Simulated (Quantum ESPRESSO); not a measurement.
# Moving one atom in Al2GaInP4

The results below are calculated, not measured. They come from pw.x of Quantum ESPRESSO 7.5, a plane-wave density functional program, with PseudoDojo standard norm-conserving files (v0.5 for PBE, v0.4.1 for LDA and PBEsol). The cells are made up: elements, strain and atom displacements were drawn at random, and nothing was relaxed. There is no spin polarisation, spin-orbit coupling or dispersion term.

The cell has 8 sites of a zincblende or diamond lattice. Sites 1 to 4 hold Al Ga In Al; sites 5 to 8 hold P P P P. Cell vectors in Å: (5.602, 0.000, 0.000); (0.000, 5.602, 0.000); (0.000, 0.000, 5.602). Settings: PBE, cutoff 1088 eV, 4 x 4 x 4 k mesh shifted by half a step, Fermi-Dirac smearing of 0.025 eV.

Each run shifts the Al atom on site 4 along z and leaves all else fixed. Site 7 is one of its nearest neighbours. E is the free energy of the cell above the lowest run shown.

| run | shift (Å) | Fz on site 4 (eV/Å) | Fz on site 7 (eV/Å) | P (GPa) | E (meV) |
| --- | --- | --- | --- | --- | --- |
| 1 | -0.0710 | 2.550 | 1.246 | 2.36 | 246.5 |
| 3 | -0.0018 | 1.784 | 1.493 | 2.08 | 96.5 |
| 4 | 0.0224 | 1.514 | 1.576 | 2.01 | 56.6 |
| 5 | 0.0431 | 1.283 | 1.645 | 1.95 | 27.7 |
| 6 | 0.0552 | 1.148 | 1.684 | 1.92 | 13.0 |
| 7 | 0.0672 | 1.015 | 1.723 | 1.89 | 0.0 |
| 2 | -0.0281 | ? | ? | ? | ? |

A rerun of one of these cells at 1377 eV and k mesh 6 x 6 x 6 moved values by no more than 0.007 eV in the cell's energy, 0.02 GPa in stress and 0.002 eV/Å in force.

## Worked fit

A parabola through the six runs shown gives Fz on site 4 = 1.763 - 11.11 u - 0.5 u² eV/Å, with u in Å and a scatter of 0.001 eV/Å. Minus the slope, 11.11 ± 0.05 eV/Å², is this atom's force constant along z at u = 0, with its periodic images moving too. The fitted force does not vanish within the range. The error is the larger of the fit's own and the change that a cubic makes, rounded up.

## Withheld run

Question: what Fz on site 4 should run 2 give?

The fit gives 2.075 eV/Å. The calculation gave 2.076 eV/Å.

```
run,shift (Å),Fz on site 4 (eV/Å),Fz on site 7 (eV/Å),P (GPa),E (meV)
2,-0.0281,2.076,1.401,2.18,147.3
```